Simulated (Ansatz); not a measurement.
**A failing phonon run on AgF at -2.3 GPa**

Computed with DFT LDA, scalar-relativistic, plane waves, PAW (Ansatz 0.2.0).

Launched with:
```bash
ansatz run input.yaml --threads 1 --pin off --max-ram 1228MiB --backend cpu --events-out ev --progress --plain --runs-dir out
```

Input (bare energies are in eV):
```yaml
crystal:
  lattice:
    - [0.0, 2.6324, 2.6324]
    - [2.6324, 0.0, 2.6324]
    - [2.6324, 2.6324, 0.0]
  atoms:
    - { symbol: Ag, position: [0.0, 0.0, 0.0] }
    - { symbol: F, position: [0.25, 0.25, 0.25] }
basis:
  ecutwfc: 420
kpoints:
  mp_grid: { grid: [14, 14, 14] }
hamiltonian:
  xc: lda
scf:
  occupations: { method: fermi_dirac, width: 0.15 }
  max_iter: 60
output:
  eigenvalues: true
phonons:
  method: fd
  amplitude: 0.01
  dielectric: false
```

The program ended with:
```
Error: invalid value for `phonons.supercell`: required by the finite-displacement method on a deck with neither qmesh nor qpoints — the diagonal repeat sets the real-space truncation of the force constants; set supercell: [n1, n2, n3], or qmesh: [n1, n2, n3] to solve the wavevectors of that mesh each in its own smallest supercell, or method: dfpt for the supercell-free response
```

Task: What in the input causes this, and what does a sound run give?

Result: The cause is finite displacements with the supercell key left out of the input. With this input instead (crystal left out)
```yaml
basis:
  ecutwfc: 420
kpoints:
  mp_grid: { grid: [14, 14, 14] }
hamiltonian:
  xc: lda
scf:
  occupations: { method: fermi_dirac, width: 0.15 }
output:
  eigenvalues: true
phonons:
  method: dfpt
```
the run finishes and gives the optical modes at Γ (cm⁻¹, by rank, those that always equal the one before left out, no LO field; i marks imaginary):
| setting | mode 1 |
| --- | --- |
| reference run | 172 |
The cell is the ideal cubic zincblende prototype; this isn't the usual structure of the compound. In a metal, frequencies and elastic constants depend on the k mesh and the smearing, soft modes and shear constants most. A semilocal functional can close a gap that the real compound has.

The bands only touch here, so at this level the crystal is a zero-gap semiconductor or semimetal, not an ordinary metal; spin–orbit coupling, left out, can open or move such a gap.